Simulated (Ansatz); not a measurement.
How the vibrations of TiRh change with volume

These are results of Ansatz, DFT LDA, scalar-relativistic, plane waves, PAW, not measurements. Cutoff 420 eV, 14×14×12 k-points (Γ-centred), Fermi-Dirac smearing of 0.15 eV. No spin polarisation. Phonons by linear response, acoustic sum rule imposed.

The cell, relaxed at this level:
```
Ti Rh
1.0
     2.90189    0.00000    0.00000
     0.00000    2.90189    0.00000
     0.00000    0.00000    3.34515
Ti Rh
1 1
Cartesian
  1.4509 1.4509 1.6726
  0.0000 0.0000 0.0000
```

In a metal, frequencies depend on the k mesh and the smearing, soft modes most.

Cells at 0.98 and 1.02 times the equilibrium volume were relaxed in shape and atoms; γ = −d ln ν / d ln V, modes matched by rank.

Question: Give the optical frequencies at Γ (cm⁻¹) at the three volumes and the mode Grüneisen parameters.

Answer:
```
0.98 V    V  1.02 V     γ  degeneracy
   198  188     178  2.76           2
   216  203     190  3.09           1
```

Question: What pressures hold the two strained cells, and what bulk modulus follows?

Answer: 4.69 GPa at 0.98 V and -4.21 GPa at 1.02 V, so B = −dP/d ln V ≈ 222 GPa.